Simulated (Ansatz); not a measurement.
Level of theory: Ansatz, DFT PBE, scalar-relativistic, plane waves, PAW. Cutoff 420 eV, Γ-centred meshes of about 0.25 Å⁻¹ or finer for metals and 0.3 Å⁻¹ for insulators (2π included), Gaussian smearing. Collinear spin where magnetic atoms keep a moment.

These are static total energies at zero pressure.

Two forms of Na3YbGeSe were relaxed alike.

A. (no moments)

```cif
data_structure
_symmetry_space_group_name_H-M 'P3m1'
_symmetry_Int_Tables_number 156
_cell_length_a 4.7461
_cell_length_b 4.7461
_cell_length_c 7.5463
_cell_angle_alpha 90.000
_cell_angle_beta 90.000
_cell_angle_gamma 120.000
_cell_volume 147.21
loop_
_atom_site_label
_atom_site_type_symbol
_atom_site_symmetry_multiplicity
_atom_site_Wyckoff_symbol
_atom_site_fract_x
_atom_site_fract_y
_atom_site_fract_z
_atom_site_occupancy
Na1 Na 1 c 0.66667 0.33333 0.99067 1
Na2 Na 1 b 0.33333 0.66667 0.14602 1
Na3 Na 1 a 0.00000 0.00000 0.34669 1
Yb1 Yb 1 b 0.33333 0.66667 0.67712 1
Ge1 Ge 1 a 0.00000 0.00000 0.89020 1
Se1 Se 1 c 0.66667 0.33333 0.44929 1
```

B. (no moments)

```cif
data_structure
_symmetry_space_group_name_H-M 'P4/mmm'
_symmetry_Int_Tables_number 123
_cell_length_a 4.1776
_cell_length_b 4.1776
_cell_length_c 11.3060
_cell_angle_alpha 90.000
_cell_angle_beta 90.000
_cell_angle_gamma 90.000
_cell_volume 197.32
loop_
_atom_site_label
_atom_site_type_symbol
_atom_site_symmetry_multiplicity
_atom_site_Wyckoff_symbol
_atom_site_fract_x
_atom_site_fract_y
_atom_site_fract_z
_atom_site_occupancy
Na1 Na 1 a 0.00000 0.00000 0.00000 1
Na2 Na 2 h 0.50000 0.50000 0.75976 1
Yb1 Yb 1 b 0.00000 0.00000 0.50000 1
Ge1 Ge 1 d 0.50000 0.50000 0.50000 1
Se1 Se 1 c 0.50000 0.50000 0.00000 1
```

Question: Which would you expect to be lower, and how large is the difference?

Answer: A is lower, by 58 meV/atom. A has space group P3m1 (No. 156), 24.5 Å³/atom and no gap on its mesh; B has space group P4/mmm (No. 123), 32.9 Å³/atom and no gap. Counting Ge or Se atoms around Na and Yb (for each partner element, those within 1.25 times its shortest distance or 1.15 times the sum of covalent radii, where it is the nearest in units of that sum or under 1.3; a plus sign parts groups by distance over the sum of covalent radii; a slash parts the counts of unlike sites), A has Na 3+1+1/6, Yb 6 and B has Na 2/4, Yb 4. The denser one is the lower, and pressure would at first widen the difference. In A, around Na on its first site lie 3 Ge at 2.84 Å, 3 Na at 2.98 Å, 1 Se at 3.46 Å, 3 Yb at 3.62 Å, 3 Na at 3.84 Å and 1 Se at 4.09 Å; Yb is surrounded by 3 Ge at 3.18 Å, 3 Se at 3.23 Å, 7 Na at 3.54–3.70 Å and 1 Na at 4.01 Å; around Ge lie 3 Na at 2.84 Å, 3 Yb at 3.18 Å and 4 Na at 3.35–3.44 Å; Se has 3 Na at 2.85 Å, 3 Yb at 3.23 Å and 4 Na at 3.46–3.57 Å; 2 more sites not described. In B, around Na on a site of symmetry 4/mmm lie 4 Se at 2.95 Å; around Yb lie 4 Ge at 2.95 Å; Ge is surrounded by 2 Na at 2.94 Å and 4 Yb at 2.95 Å; Se has 2 Na at 2.72 Å and 4 Na at 2.95 Å; 1 more site not described. Both come from trial cells of a structure search.

The 4f shell of Yb is treated without a Hubbard U. Trial moments fell under 0.15 μB along the way in P3m1 and P4/mmm; another start might hold them. A has imaginary phonons (to 31i cm⁻¹ on its k mesh, which matters in a metal), so it may be a saddle point. Other cells relaxed within their symmetry can be saddle points.
